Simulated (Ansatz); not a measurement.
## Rh: the functional and the phonons

Rh in the fcc lattice, in a typed cell, not relaxed.

```
CELL_PARAMETERS angstrom
0.00000 1.91500 1.91500
1.91500 0.00000 1.91500
1.91500 1.91500 0.00000
ATOMIC_POSITIONS crystal
Rh 0.00000 0.00000 0.00000
```

Method (Ansatz, development build): PBE; all-electron PAW datasets (no frozen core) at 320 eV; k mesh 8×8×8; Fermi–Dirac smearing of 0.1 eV; no spin. Harmonic phonons by finite displacements in cells commensurate with each q, in cm⁻¹; i marks an unstable mode.

Caveats: coarse k mesh.

At 14.05 Å³ an atom it gives lowest mode at X = [0.5, 0, 0.5] (cm⁻¹) 171; top mode at X = [0.5, 0, 0.5] (cm⁻¹) 198.

Q: Repeat with r2SCAN in the same cell, on the same kind of potentials and mesh. What changes?

A: 
```
             functional  cutoff (eV)  volume (Å³/atom)  lowest mode at X = [0.5, 0, 0.5] (cm⁻¹)  top mode at X = [0.5, 0, 0.5] (cm⁻¹)
r2SCAN in the same cell          340             14.05                                      169                                   192
```
